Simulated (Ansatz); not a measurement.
input.yaml

```yaml
crystal:
  lattice:
    - [2.9726300472, 0.0, 0.0]
    - [-1.4863150236, 2.5743731369, 0.0]
    - [0.0, 0.0, 27.4949979446]
  atoms:
    - { symbol: "N", position: [0.3333333333, 0.6666666667, 0.3091471408] }
    - { symbol: Ti, position: [0.6666666667, 0.3333333333, 0.3532850285] }
    - { symbol: "N", position: [0.0, 0.0, 0.3974229164] }
    - { symbol: Ti, position: [0.3333333333, 0.6666666667, 0.4415608042] }
    - { symbol: "N", position: [0.6666666667, 0.3333333333, 0.4854147359] }
    - { symbol: Ti, position: [0.0, 0.0, 0.5302006077] }
    - { symbol: "N", position: [0.3333333333, 0.6666666667, 0.5753533913] }
    - { symbol: Ti, position: [0.6666666667, 0.3333333333, 0.6138598945] }
    - { symbol: F, position: [1.1666666667, 0.5833333333, 0.6778715378] }
basis:
  ecutwfc: 420
kpoints:
  mp_grid: { grid: [12, 12, 1] }
hamiltonian:
  xc: pbesol
scf:
  occupations: { method: gaussian, width: 0.1 }
output:
  forces: true
  eigenvalues: true
  write_density: true
  write_potential: true
  elf: true
  volumetric_format: npy
relax:
  adjacent_minimum: "off"
  f_tol: 0.02
  max_steps: 25
  constraints: [{ sites: [0, 1, 2, 3, 4, 5, 6, 7] }, { site: 8, fix: xy }]
efield:
  axis: 3
  dipole_correction: true
  ramp_width: 0.04
```

Command:
```bash
ansatz run input.yaml --threads 2 --pin off --max-ram 5120MiB --backend cpu --events-out ev --progress --plain --runs-dir out
```

Level of theory: DFT PBEsol, scalar-relativistic, plane waves, PAW in Ansatz.

From the run's log, abridged:

```
Pseudopotentials: kind: paw
Pseudopotential: N, paw, valence charge 5, recommended cutoff 420 eV (normal)
Pseudopotential: Ti, paw, valence charge 12, recommended cutoff 420 eV (normal)
Pseudopotential: F, paw, valence charge 7, recommended cutoff 420 eV (normal)
Functional definition: PBEsol
Crystal: 9 atoms, lattice volume = 210.410 Å³
Basis set: ecut = 420 eV, 4027 PW (Γ), exchange–correlation on 40×40×384 points (8 copies of the dense FFT grid, shifted against one another)
Bands: 47, of which v1, the nominal top of the filled ones, is band 38 counted from 1 (37 counted from 0)
Symmetry: 2 space group operations
Space group: Cm (ITA 8), of the structure as read, at distance tolerance 5.9e-5 Å
k-points: 43 of 144 (time reversal used)
Initial density: superposition of atomic densities (neutral atoms: chi_scale 0, normalization atom), corrected by the library's trained network
Initial wavefunctions: pseudopotential atomic-orbital guess
Functional: x = pbesol(κ = 0.804, μ = 0.12345679), c = pbesol(β = 0.046)
SCF iter   1: F=—  HF=-12221.898568 eV  |F-HF|=—  |Δ(HF+E_count)|=         —  Δρ=1.39e-2  dr2=2.21e0  ethr=1.77e-3  p=-0.028 e·Å  D=-2.43e-2 V/Å  ΔV_dip=0.67 eV  dr2_dipole=4.17e-1  V_vac-E_F(+/−)=8.58/7.92 eV  ⟨swp⟩=6.7  Hψ=9259  notcnv=0
efield: sawtooth ramp at fractional position 0.9735 (placed from the atoms, in the widest stretch of the axis that holds none; the zero of the levels goes with the place), width 0.0400; the density the first Hamiltonian is built on has a dipole p = -0.028 e·Å; the dipole correction subtracts the counter field D = -2.43e-2 V/Å, which shifts the + side's vacuum level by +0.67 eV against the − side's; the planar-averaged density in the ramp window peaks in size at 2.5e-5 e/Å³
SCF iter   2: F=—  HF=-12221.766983 eV  |F-HF|=—  |Δ(HF+E_count)|=   1.32e-1  Δρ=8.37e-3  dr2=1.39e-1  ethr=1.77e-3  p=-0.017 e·Å  D=-1.49e-2 V/Å  ΔV_dip=0.41 eV  dr2_dipole=6.67e-3  V_vac-E_F(+/−)=8.31/7.90 eV  ⟨swp⟩=2.1  Hψ=3214  notcnv=0  defer=118
SCF iter   3: F=—  HF=-12221.755704 eV  |F-HF|=—  |Δ(HF+E_count)|=   1.13e-2  Δρ=4.80e-3  dr2=1.89e-1  ethr=1.85e-4  p=-0.009 e·Å  D=-7.44e-3 V/Å  ΔV_dip=0.20 eV  dr2_dipole=1.55e-2  V_vac-E_F(+/−)=8.18/7.98 eV  ⟨swp⟩=3.1  Hψ=3869  notcnv=0  defer=116
SCF iter   4: F=—  HF=-12221.746631 eV  |F-HF|=—  |Δ(HF+E_count)|=   9.07e-3  Δρ=2.06e-3  dr2=2.46e-2  ethr=1.85e-4  p=-0.008 e·Å  D=-6.59e-3 V/Å  ΔV_dip=0.18 eV  dr2_dipole=2.40e-4  V_vac-E_F(+/−)=8.21/8.03 eV  ⟨swp⟩=2.0  Hψ=2402  notcnv=0  defer=116
SCF iter   5: F=—  HF=-12221.745580 eV  |F-HF|=—  |Δ(HF+E_count)|=   1.05e-3  Δρ=6.68e-4  dr2=5.01e-3  ethr=3.28e-5  p=-0.007 e·Å  D=-5.89e-3 V/Å  ΔV_dip=0.16 eV  dr2_dipole=6.02e-4  V_vac-E_F(+/−)=8.21/8.05 eV  ⟨swp⟩=2.1  Hψ=2799  notcnv=0  defer=114
SCF iter   6: F=—  HF=-12221.745668 eV  |F-HF|=—  |Δ(HF+E_count)|=   8.89e-5  Δρ=3.23e-4  dr2=1.83e-3  ethr=6.68e-6  p=-0.006 e·Å  D=-5.42e-3 V/Å  ΔV_dip=0.15 eV  dr2_dipole=3.95e-4  V_vac-E_F(+/−)=8.21/8.06 eV  ⟨swp⟩=1.5  Hψ=2103  notcnv=0  defer=112
SCF iter   7: F=—  HF=-12221.745662 eV  |F-HF|=—  |Δ(HF+E_count)|=   6.63e-6  Δρ=7.37e-5  dr2=1.24e-4  ethr=2.45e-6  p=-0.006 e·Å  D=-5.22e-3 V/Å  ΔV_dip=0.14 eV  dr2_dipole=3.13e-5  V_vac-E_F(+/−)=8.22/8.08 eV  ⟨swp⟩=1.7  Hψ=2216  notcnv=0  defer=112
SCF iter   8: F=-12221.745668 eV  HF=-12221.745675 eV  |F-HF|=7.30e-6  |Δ(HF+E_count)|=   1.36e-5  Δρ=4.40e-5  dr2=9.94e-6  ethr=1.33e-8  p=-0.006 e·Å  D=-5.19e-3 V/Å  ΔV_dip=0.14 eV  dr2_dipole=2.72e-6  V_vac-E_F(+/−)=8.22/8.08 eV  ⟨swp⟩=23.3  Hψ=23050  notcnv=0
SCF iter   9: F=-12221.745678 eV  HF=-12221.745679 eV  |F-HF|=1.11e-6  |Δ(HF+E_count)|=   3.30e-6  Δρ=1.52e-5  dr2=1.42e-6  ethr=1.33e-8  p=-0.006 e·Å  D=-5.24e-3 V/Å  ΔV_dip=0.14 eV  dr2_dipole=5.37e-7  V_vac-E_F(+/−)=8.22/8.08 eV  ⟨swp⟩=13.1  Hψ=18609  notcnv=0
SCF 1 converged in 9 iterations: F = -12221.745678 eV  dr2 = 1.42e-6
relax step   1: F+E_penalty+E_count = -12221.74567768 eV  Δ(F+E_penalty+E_count) = +0.000e0 eV  max|allowed force component| = 3.496e0 eV/Å  Δτ_max = 0.0000 Å  (9 SCF iters, dr2 threshold 1.00e-5 eV, accepted)
Initial density: handed on by an earlier stage of this run
Initial wavefunctions: those handed on with the density
SCF iter   1: F=—  HF=-12222.352452 eV  |F-HF|=—  |Δ(HF+E_count)|=         —  Δρ=8.21e-3  dr2=2.51e-1  ethr=3.41e-4  p=-0.006 e·Å  D=-5.24e-3 V/Å  ΔV_dip=0.14 eV  dr2_dipole=1.12e-1  V_vac-E_F(+/−)=8.20/8.06 eV  ⟨swp⟩=2.0  Hψ=6956  notcnv=0  defer=97
efield: sawtooth ramp at fractional position 0.9735 (handed on by an earlier solve), width 0.0400; the density the first Hamiltonian is built on has a dipole p = -0.006 e·Å; the dipole correction subtracts the counter field D = -5.24e-3 V/Å, which shifts the + side's vacuum level by +0.14 eV against the − side's; the planar-averaged density in the ramp window peaks in size at 7.2e-6 e/Å³
SCF iter   2: F=—  HF=-12222.310853 eV  |F-HF|=—  |Δ(HF+E_count)|=   4.16e-2  Δρ=5.63e-3  dr2=6.88e-2  ethr=3.34e-4  p=0.065 e·Å  D=5.55e-2 V/Å  ΔV_dip=-1.53 eV  dr2_dipole=9.84e-3  V_vac-E_F(+/−)=6.55/8.07 eV  ⟨swp⟩=3.0  Hψ=3464  notcnv=0  defer=97
SCF iter   3: F=—  HF=-12222.300517 eV  |F-HF|=—  |Δ(HF+E_count)|=   1.03e-2  Δρ=2.20e-3  dr2=1.35e-2  ethr=9.17e-5  p=0.043 e·Å  D=3.66e-2 V/Å  ΔV_dip=-1.01 eV  dr2_dipole=4.66e-3  V_vac-E_F(+/−)=7.07/8.08 eV  ⟨swp⟩=3.0  Hψ=3705  notcnv=0  defer=94
SCF iter   4: F=—  HF=-12222.298811 eV  |F-HF|=—  |Δ(HF+E_count)|=   1.71e-3  Δρ=3.56e-4  dr2=1.98e-3  ethr=1.80e-5  p=0.049 e·Å  D=4.20e-2 V/Å  ΔV_dip=-1.15 eV  dr2_dipole=1.06e-3  V_vac-E_F(+/−)=6.93/8.08 eV  ⟨swp⟩=2.0  Hψ=2706  notcnv=0  defer=94
SCF iter   5: F=—  HF=-12222.298776 eV  |F-HF|=—  |Δ(HF+E_count)|=   3.59e-5  Δρ=1.30e-4  dr2=8.48e-5  ethr=1.33e-7  p=0.051 e·Å  D=4.40e-2 V/Å  ΔV_dip=-1.21 eV  dr2_dipole=2.08e-5  V_vac-E_F(+/−)=6.88/8.09 eV  ⟨swp⟩=25.9  Hψ=27038  notcnv=0
SCF iter   6: F=-12222.298773 eV  HF=-12222.298788 eV  |F-HF|=1.54e-5  |Δ(HF+E_count)|=   1.26e-5  Δρ=6.50e-5  dr2=2.01e-5  ethr=1.13e-7  p=0.051 e·Å  D=4.42e-2 V/Å  ΔV_dip=-1.21 eV  dr2_dipole=1.90e-6  V_vac-E_F(+/−)=6.87/8.09 eV  ⟨swp⟩=17.3  Hψ=23242  notcnv=0
SCF 2 converged in 6 iterations: F = -12222.298773 eV  dr2 = 2.01e-5
relax step   2: F+E_penalty+E_count = -12222.29877277 eV  Δ(F+E_penalty+E_count) = -5.531e-1 eV  max|allowed force component| = 2.007e0 eV/Å  Δτ_max = 0.1950 Å  (6 SCF iters, dr2 threshold 1.00e-4 eV, accepted)
SCF iter   1: F=—  HF=-12222.517108 eV  |F-HF|=—  |Δ(HF+E_count)|=         —  Δρ=7.10e-3  dr2=2.80e-1  ethr=3.89e-4  p=0.051 e·Å  D=4.42e-2 V/Å  ΔV_dip=-1.21 eV  dr2_dipole=1.24e-1  V_vac-E_F(+/−)=6.85/8.07 eV  ⟨swp⟩=2.0  Hψ=7380  notcnv=0  defer=97
efield: sawtooth ramp at fractional position 0.9735 (handed on by an earlier solve), width 0.0400; the density the first Hamiltonian is built on has a dipole p = 0.051 e·Å; the dipole correction subtracts the counter field D = 4.42e-2 V/Å, which shifts the + side's vacuum level by -1.21 eV against the − side's; the planar-averaged density in the ramp window peaks in size at 5.8e-6 e/Å³
SCF iter   2: F=—  HF=-12222.462953 eV  |F-HF|=—  |Δ(HF+E_count)|=   5.42e-2  Δρ=5.86e-3  dr2=7.19e-2  ethr=3.73e-4  p=0.127 e·Å  D=1.10e-1 V/Å  ΔV_dip=-3.01 eV  dr2_dipole=9.82e-3  V_vac-E_F(+/−)=5.07/8.09 eV  ⟨swp⟩=3.0  Hψ=3622  notcnv=0  defer=97
SCF iter   3: F=—  HF=-12222.452804 eV  |F-HF|=—  |Δ(HF+E_count)|=   1.01e-2  Δρ=2.54e-3  dr2=1.23e-2  ethr=9.59e-5  p=0.107 e·Å  D=9.24e-2 V/Å  ΔV_dip=-2.54 eV  dr2_dipole=3.42e-3  V_vac-E_F(+/−)=5.55/8.09 eV  ⟨swp⟩=3.0  Hψ=3675  notcnv=0  defer=95
SCF iter   4: F=—  HF=-12222.450483 eV  |F-HF|=—  |Δ(HF+E_count)|=   2.32e-3  Δρ=3.41e-4  dr2=1.00e-3  ethr=1.64e-5  p=0.115 e·Å  D=9.85e-2 V/Å  ΔV_dip=-2.71 eV  dr2_dipole=4.81e-4  V_vac-E_F(+/−)=5.39/8.10 eV  ⟨swp⟩=2.8  Hψ=2855  notcnv=0  defer=95
SCF iter   5: F=—  HF=-12222.450503 eV  |F-HF|=—  |Δ(HF+E_count)|=   1.96e-5  Δρ=1.18e-4  dr2=5.41e-5  ethr=1.33e-7  p=0.117 e·Å  D=1.00e-1 V/Å  ΔV_dip=-2.76 eV  dr2_dipole=8.34e-6  V_vac-E_F(+/−)=5.34/8.10 eV  ⟨swp⟩=26.0  Hψ=27117  notcnv=0
SCF iter   6: F=-12222.450503 eV  HF=-12222.450512 eV  |F-HF|=9.50e-6  |Δ(HF+E_count)|=   9.01e-6  Δρ=6.97e-5  dr2=1.71e-5  ethr=7.22e-8  p=0.117 e·Å  D=1.00e-1 V/Å  ΔV_dip=-2.76 eV  dr2_dipole=2.00e-8  V_vac-E_F(+/−)=5.34/8.10 eV  ⟨swp⟩=17.8  Hψ=23810  notcnv=0
SCF 3 converged in 6 iterations: F = -12222.450503 eV  dr2 = 1.71e-5
relax step   3: F+E_penalty+E_count = -12222.45050260 eV  Δ(F+E_penalty+E_count) = -1.517e-1 eV  max|allowed force component| = 6.775e-1 eV/Å  Δτ_max = 0.1943 Å  (6 SCF iters, dr2 threshold 1.00e-4 eV, accepted)
SCF iter   1: F=—  HF=-12222.468143 eV  |F-HF|=—  |Δ(HF+E_count)|=         —  Δρ=1.62e-3  dr2=1.88e-2  ethr=2.04e-4  p=0.117 e·Å  D=1.00e-1 V/Å  ΔV_dip=-2.76 eV  dr2_dipole=8.17e-3  V_vac-E_F(+/−)=5.35/8.11 eV  ⟨swp⟩=2.0  Hψ=3929  notcnv=0  defer=71
efield: sawtooth ramp at fractional position 0.9735 (handed on by an earlier solve), width 0.0400; the density the first Hamiltonian is built on has a dipole p = 0.117 e·Å; the dipole correction subtracts the counter field D = 1.00e-1 V/Å, which shifts the + side's vacuum level by -2.76 eV against the − side's; the planar-averaged density in the ramp window peaks in size at 6.7e-6 e/Å³
SCF iter   2: F=—  HF=-12222.464173 eV  |F-HF|=—  |Δ(HF+E_count)|=   3.97e-3  Δρ=1.17e-3  dr2=3.66e-3  ethr=2.51e-5  p=0.100 e·Å  D=8.60e-2 V/Å  ΔV_dip=-2.37 eV  dr2_dipole=7.31e-4  V_vac-E_F(+/−)=5.74/8.10 eV  ⟨swp⟩=2.8  Hψ=3335  notcnv=0  defer=77
SCF iter   3: F=—  HF=-12222.463934 eV  |F-HF|=—  |Δ(HF+E_count)|=   2.39e-4  Δρ=6.44e-4  dr2=8.06e-4  ethr=4.89e-6  p=0.103 e·Å  D=8.89e-2 V/Å  ΔV_dip=-2.44 eV  dr2_dipole=2.14e-4  V_vac-E_F(+/−)=5.66/8.10 eV  ⟨swp⟩=3.0  Hψ=2950  notcnv=0  defer=77
SCF iter   4: F=—  HF=-12222.463781 eV  |F-HF|=—  |Δ(HF+E_count)|=   1.53e-4  Δρ=1.96e-4  dr2=1.17e-4  ethr=1.07e-6  p=0.101 e·Å  D=8.67e-2 V/Å  ΔV_dip=-2.38 eV  dr2_dipole=6.02e-6  V_vac-E_F(+/−)=5.71/8.10 eV  ⟨swp⟩=3.0  Hψ=3118  notcnv=0  defer=77
SCF iter   5: F=-12222.463763 eV  HF=-12222.463790 eV  |F-HF|=2.67e-5  |Δ(HF+E_count)|=   8.42e-6  Δρ=9.29e-5  dr2=3.09e-5  ethr=6.98e-8  p=0.101 e·Å  D=8.67e-2 V/Å  ΔV_dip=-2.38 eV  dr2_dipole=1.72e-6  V_vac-E_F(+/−)=5.72/8.10 eV  ⟨swp⟩=21.7  Hψ=23397  notcnv=0
SCF 4 converged in 5 iterations: F = -12222.463763 eV  dr2 = 3.09e-5
  Residual-converged pass: ⟨swp⟩=1.0  Hψ=2193  notcnv=0  max |occ|·‖R‖ = 7.1e-9 eV (tolerance 1.0e-8 eV) dr2=3.09e-5  dr2_onsite=1.49e-6  max |Δocc| = 7.8e-11
relax step   4: F+E_penalty+E_count = -12222.46376307 eV  Δ(F+E_penalty+E_count) = -1.326e-2 eV  max|allowed force component| = 8.000e-2 eV/Å  Δτ_max = 0.0455 Å  (5 SCF iters, dr2 threshold 5.23e-5 eV, accepted)
SCF iter   1: F=—  HF=-12222.463930 eV  |F-HF|=—  |Δ(HF+E_count)|=         —  Δρ=2.15e-4  dr2=2.54e-4  ethr=3.10e-6  p=0.101 e·Å  D=8.67e-2 V/Å  ΔV_dip=-2.38 eV  dr2_dipole=7.49e-5  V_vac-E_F(+/−)=5.71/8.10 eV  ⟨swp⟩=2.0  Hψ=3397  notcnv=0
efield: sawtooth ramp at fractional position 0.9735 (handed on by an earlier solve), width 0.0400; the density the first Hamiltonian is built on has a dipole p = 0.101 e·Å; the dipole correction subtracts the counter field D = 8.67e-2 V/Å, which shifts the + side's vacuum level by -2.38 eV against the − side's; the planar-averaged density in the ramp window peaks in size at 6.0e-6 e/Å³
SCF iter   2: F=—  HF=-12222.463997 eV  |F-HF|=—  |Δ(HF+E_count)|=   6.70e-5  Δρ=2.18e-4  dr2=1.32e-4  ethr=3.39e-7  p=0.103 e·Å  D=8.84e-2 V/Å  ΔV_dip=-2.43 eV  dr2_dipole=1.43e-5  V_vac-E_F(+/−)=5.67/8.10 eV  ⟨swp⟩=2.8  Hψ=3359  notcnv=0
SCF iter   3: F=—  HF=-12222.463990 eV  |F-HF|=—  |Δ(HF+E_count)|=   7.35e-6  Δρ=1.20e-4  dr2=5.99e-5  ethr=1.77e-7  p=0.102 e·Å  D=8.80e-2 V/Å  ΔV_dip=-2.42 eV  dr2_dipole=1.79e-6  V_vac-E_F(+/−)=5.68/8.10 eV  ⟨swp⟩=2.1  Hψ=2969  notcnv=0
SCF iter   4: F=—  HF=-12222.463988 eV  |F-HF|=—  |Δ(HF+E_count)|=   1.55e-6  Δρ=3.07e-5  dr2=3.96e-6  ethr=7.99e-8  p=0.102 e·Å  D=8.81e-2 V/Å  ΔV_dip=-2.42 eV  dr2_dipole=1.23e-6  V_vac-E_F(+/−)=5.68/8.10 eV  ⟨swp⟩=2.1  Hψ=2394  notcnv=0
SCF iter   5: F=—  HF=-12222.463989 eV  |F-HF|=—  |Δ(HF+E_count)|=   3.03e-7  Δρ=1.17e-5  dr2=8.33e-7  ethr=5.28e-9  p=0.103 e·Å  D=8.82e-2 V/Å  ΔV_dip=-2.43 eV  dr2_dipole=1.60e-7  V_vac-E_F(+/−)=5.67/8.10 eV  ⟨swp⟩=2.7  Hψ=2895  notcnv=0
SCF iter   6: F=-12222.463989 eV  HF=-12222.463989 eV  |F-HF|=9.54e-8  |Δ(HF+E_count)|=   3.44e-7  Δρ=2.57e-6  dr2=3.02e-8  ethr=5.33e-10  p=0.103 e·Å  D=8.82e-2 V/Å  ΔV_dip=-2.43 eV  dr2_dipole=5.49e-9  V_vac-E_F(+/−)=5.67/8.10 eV  ⟨swp⟩=18.3  Hψ=18585  notcnv=0
SCF 5 converged in 6 iterations: F = -12222.463989 eV  dr2 = 3.02e-8
relax step   5: F+E_penalty+E_count = -12222.46398918 eV  Δ(F+E_penalty+E_count) = -2.261e-4 eV  max|allowed force component| = 6.739e-4 eV/Å  Δτ_max = 0.0051 Å  (6 SCF iters, dr2 threshold 4.00e-7 eV, accepted)
SCF iter   1: F=—  HF=-12222.464037 eV  |F-HF|=—  |Δ(HF+E_count)|=         —  Δρ=2.63e-6  dr2=3.07e-8  ethr=4.05e-11  p=0.103 e·Å  D=8.82e-2 V/Å  ΔV_dip=-2.43 eV  dr2_dipole=6.37e-9  V_vac-E_F(+/−)=5.67/8.10 eV  ⟨swp⟩=1.0  Hψ=5074  notcnv=0
efield: sawtooth ramp at fractional position 0.9735 (handed on by an earlier solve), width 0.0400; the density the first Hamiltonian is built on has a dipole p = 0.103 e·Å; the dipole correction subtracts the counter field D = 8.82e-2 V/Å, which shifts the + side's vacuum level by -2.43 eV against the − side's; the planar-averaged density in the ramp window peaks in size at 6.0e-6 e/Å³
SCF iter   2: F=-12222.463989 eV  HF=-12222.463989 eV  |F-HF|=1.10e-8  |Δ(HF+E_count)|=   4.78e-5  Δρ=1.62e-6  dr2=4.73e-9  ethr=4.05e-11  p=0.103 e·Å  D=8.82e-2 V/Å  ΔV_dip=-2.43 eV  dr2_dipole=1.25e-10  V_vac-E_F(+/−)=5.67/8.10 eV  ⟨swp⟩=11.4  Hψ=14961  notcnv=0
SCF 6 converged in 2 iterations: F = -12222.463989 eV  dr2 = 4.73e-9
relax step   6: F+E_penalty+E_count = -12222.46398921 eV  Δ(F+E_penalty+E_count) = -2.600e-8 eV  max|allowed force component| = 6.879e-4 eV/Å  Δτ_max = 0.0000 Å  (2 SCF iters, accepted)
WARN: The output density's exchange-correlation potential varies sharply where the density is thin. Do not read a vacuum level from v_tot or v_xc, or from such a field of the output density. On a cell that repeats whose density bears no net charge and no dipole along the vacuum's axis use v_es (v_loc + v_h of the components); under efield.dipole_correction with no amplitude use v_es + v_field, which holds any external_charges[].barrier, or the levels of the report's work_function block, which leave it out; under a non-zero efield.amplitude the vacuum is tilted and has no level; on a cell that repeats and bears such a dipole with no correction it is tilted too, and efield.dipole_correction wi ...
SCF converged after 2 iterations
Free energy (F): -12222.463989 eV
Harris-Foulkes:  -12222.463989 eV  (|F-HF|=1.10e-8)
Internal energy: -12222.432865 eV  (E = F + TS)
E sigma→0 (E₀):  -12222.448427 eV
Entropy (-TS):   -0.031124 eV (-3.458 meV/atom)
Fermi energy:    2.099353 eV
Dipole field:    D = 0.088254 V/Å  (p = 0.102621 e·Å, saw-weighted, corrected)
Work function:   Φ+ = 5.6726 eV   Φ− = 8.0991 eV
Levels:          The Fermi level and band energies are counted from a zero that moves with the ramp; work functions are not
--- Per-component energies (eV) ---
  E_band       = -1413.740729
  E_kinetic    = 1824.572126
  E_local      = -118854.990083  (includes V_loc(G=0)·N_el)
  E_nonlocal   = 285.797587
  E_hartree    = 58524.391197
  E_xc         = -709.802508
  E_vxc        = -899.961307  (∫ρ·V_xc dr)
  E_paw        = -4769.518510  (= ΣΔE_a)
  E_vpaw       = -818.569297  (= ΣTr[D̂ρ^β])
  E_aug_tail   = 0.002702  (compensation charges beyond the density's cutoff)
  E_efield     = 0.004528  (sawtooth field / dipole correction)
  E_vefield    = 0.623804  (∫n·V_field dr)
  E_ewald      = 51476.397722
  E_core_change = 0.712375  (= ΣΔE_core)
  E_smearing   = -0.031124  (= −TS)
--- Forces (eV/Å), atoms counted from 1 ---
  atom   1  N      0.00098830     0.00057059     4.44573541
  atom   2  Ti     0.00043744     0.00025256    -5.76760976
  atom   3  N      0.00362619     0.00209358     1.23947876
  atom   4  Ti    -0.02507792    -0.01447874    -0.19780328
  atom   5  N      0.01055310     0.00609284     0.37646460
  atom   6  Ti    -0.05851875    -0.03378581    -0.36226577
  atom   7  N     -0.02302856    -0.01329555    -0.91106539
  atom   8  Ti    -0.66155750    -0.38195040     1.17639034
  atom   9  F      0.75256912     0.43449598     0.00068794
--- Band table (eV; the first three rows and the last of 43) ---
  k-point 0: bands = ["-55.4012", "-55.3778", "-55.2608", "-54.1502", "-32.1968", "-31.9267", "-31.5846", "-31.5436", "-31.5350", "-31.5342", "-31.4987", "-31.4390", "-31.4238", "-30.5708", "-30.2841", "-30.2837", "-22.4312", "-14.7706", "-13.9172", "-12.9360", "-10.1840", "-5.8990", "-4.5391", "-3.8902", "-3.6983", "-3.3514", "-3.0484", "-2.9894", "-2.4589", "-2.3154", "-1.4548", "-1.0183", "-0.9810", "0.9142", "1.5991", "1.6005", "2.0032", "2.0544", "2.0913", "2.6141", "2.6702", "3.0658", "3.4250", "3.4582", "3.6822", "3.7194", "4.0137"]
  k-point 1: bands = ["-55.3952", "-55.3727", "-55.2570", "-54.1454", "-32.1823", "-31.9213", "-31.6130", "-31.5736", "-31.5477", "-31.5434", "-31.5151", "-31.4600", "-31.4380", "-30.5639", "-30.3199", "-30.2916", "-22.4139", "-14.6639", "-13.8560", "-12.9378", "-10.1523", "-5.7883", "-4.5392", "-3.9406", "-3.7629", "-3.3680", "-3.1730", "-2.9078", "-2.5410", "-2.3937", "-1.5178", "-1.2789", "-1.1139", "0.6400", "1.4725", "1.6220", "1.8143", "2.0349", "2.2683", "2.6712", "2.8310", "3.1471", "3.4012", "3.4745", "3.7067", "3.8544", "4.2886"]
  k-point 2: bands = ["-55.3785", "-55.3590", "-55.2465", "-54.1322", "-32.1435", "-31.9101", "-31.7077", "-31.6680", "-31.5803", "-31.5672", "-31.5461", "-31.5208", "-31.4526", "-30.5454", "-30.4171", "-30.3123", "-22.3675", "-14.3712", "-13.6953", "-12.9440", "-10.0556", "-5.4995", "-4.5473", "-4.1780", "-3.8534", "-3.5356", "-3.2199", "-3.0305", "-2.6544", "-2.4351", "-2.1790", "-1.4959", "-1.3525", "0.2197", "1.0128", "1.6212", "1.7350", "2.0260", "2.3126", "2.6805", "2.9682", "3.3390", "3.6666", "3.7081", "3.9089", "4.0305", "4.4707"]
  k-point 42: bands = ["-55.3066", "-55.3019", "-55.2052", "-54.0776", "-32.2277", "-32.0976", "-32.0471", "-31.8116", "-31.7312", "-31.6754", "-31.6315", "-31.5629", "-31.5009", "-30.8005", "-30.4707", "-30.3957", "-22.2094", "-13.5916", "-13.0911", "-12.5275", "-9.4245", "-5.8692", "-5.0923", "-4.6252", "-4.3795", "-3.8850", "-3.7284", "-3.3136", "-3.2339", "-2.9062", "-2.5548", "-2.2216", "-1.5784", "-0.8421", "0.1000", "0.8595", "1.7131", "2.0025", "3.2016", "3.9580", "4.0739", "4.1555", "4.2140", "4.2279", "4.5859", "4.6463", "4.6690"]
--- Relaxed structure (6 steps of the walk, 6 accepted, 0 SCFs on fresh bases) ---
  F+E_penalty+E_count = -12222.46398921 eV   max|allowed force component| = 6.879e-4 eV/Å
  atoms:
    - { symbol: N, position: [0.3333333333, 0.66666666665, 0.3091471408] }
    - { symbol: Ti, position: [0.6666666667, 0.33333333, 0.3532850285] }
    - { symbol: N, position: [0.0, 0.0, 0.3974229164] }
    - { symbol: Ti, position: [0.3333333333, 0.66666666665, 0.4415608042] }
    - { symbol: N, position: [0.6666666667, 0.33333333, 0.4854147359] }
    - { symbol: Ti, position: [0.0, 0.0, 0.5302006077] }
    - { symbol: N, position: [0.3333333333, 0.66666666665, 0.5753533913] }
    - { symbol: Ti, position: [0.6666666667, 0.33333333, 0.6138598945] }
    - { symbol: F, position: [1.1666666667, 0.58333333335, 0.66518423] }
```

The relaxation met its thresholds.

Time: 81 s on 2 threads of Intel(R) Xeon(R) 6975P-C (Granite Rapids) (shared host), peak memory 0.7 GiB.

Spin polarisation was left out, and a magnetic state may lie lower.